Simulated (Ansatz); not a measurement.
CoSi2 (fluorite type, space group Fm-3m)

Space group Fm-3m (No. 225); a = b = c = 5.315 Å, α = β = γ = 90.00°

```csv
atom,site,symmetry,x,y,z
Co,4a,m-3m,0.0000,0.0000,0.0000
Si,8c,-43m,0.2500,0.2500,0.2500
```
(The calculation used a cell of 3 atoms; values per cell refer to that cell.)

The relaxed cell is deformed in two ways at once: its volume V is scaled, and at that volume it is stretched along z (the c axis of the conventional cell) so that c/a changes. Fractional atomic positions are held.

The numbers are results of r2SCAN (plane waves to 500 eV, PAW, scalar-relativistic; Ansatz, an electronic-structure program), not measurements. k mesh 15×15×15 (Γ-centred), Fermi-Dirac smearing 0.05 eV. The energy includes the smearing's −TS. With partly filled bands, the response to shear is sensitive to the k mesh, so small differences along c/a are uncertain. CoSi2 is run without spin polarisation. CoSi2 was relaxed with its symmetry unable to fall. ΔE is measured from the relaxed starting cell.

```json
[
 {"ΔE (meV/atom)": "(c/a)/(c/a)₀ = 0.920", "V/V₀ = 0.920": "84", "V/V₀ = 0.960": "38", "V/V₀ = 1.000": "23", "V/V₀ = 1.040": "[?]", "V/V₀ = 1.080": "62"},
 {"ΔE (meV/atom)": "(c/a)/(c/a)₀ = 0.960", "V/V₀ = 0.920": "63", "V/V₀ = 0.960": "[?]", "V/V₀ = 1.000": "5", "V/V₀ = 1.040": "16", "V/V₀ = 1.080": "47"},
 {"ΔE (meV/atom)": "(c/a)/(c/a)₀ = 1.000", "V/V₀ = 0.920": "[?]", "V/V₀ = 0.960": "13", "V/V₀ = 1.000": "0", "V/V₀ = 1.040": "11", "V/V₀ = 1.080": "43"},
 {"ΔE (meV/atom)": "(c/a)/(c/a)₀ = 1.040", "V/V₀ = 0.920": "62", "V/V₀ = 0.960": "[?]", "V/V₀ = 1.000": "4", "V/V₀ = 1.040": "15", "V/V₀ = 1.080": "46"},
 {"ΔE (meV/atom)": "(c/a)/(c/a)₀ = 1.080", "V/V₀ = 0.920": "75", "V/V₀ = 0.960": "[?]", "V/V₀ = 1.000": "15", "V/V₀ = 1.040": "25", "V/V₀ = 1.080": "[?]"}
]
```

Problem. What belongs in the gaps?

Solution. 
- (c/a)/(c/a)₀ = 0.920, V/V₀ = 1.040: 32
- (c/a)/(c/a)₀ = 0.960, V/V₀ = 0.960: 19
- (c/a)/(c/a)₀ = 1.000, V/V₀ = 0.920: 57
- (c/a)/(c/a)₀ = 1.040, V/V₀ = 0.960: 18
- (c/a)/(c/a)₀ = 1.080, V/V₀ = 0.960: 30
- (c/a)/(c/a)₀ = 1.080, V/V₀ = 1.080: 55

(A scan under strain: stresses follow from slopes of the energy per volume, elastic moduli from its curvatures.)
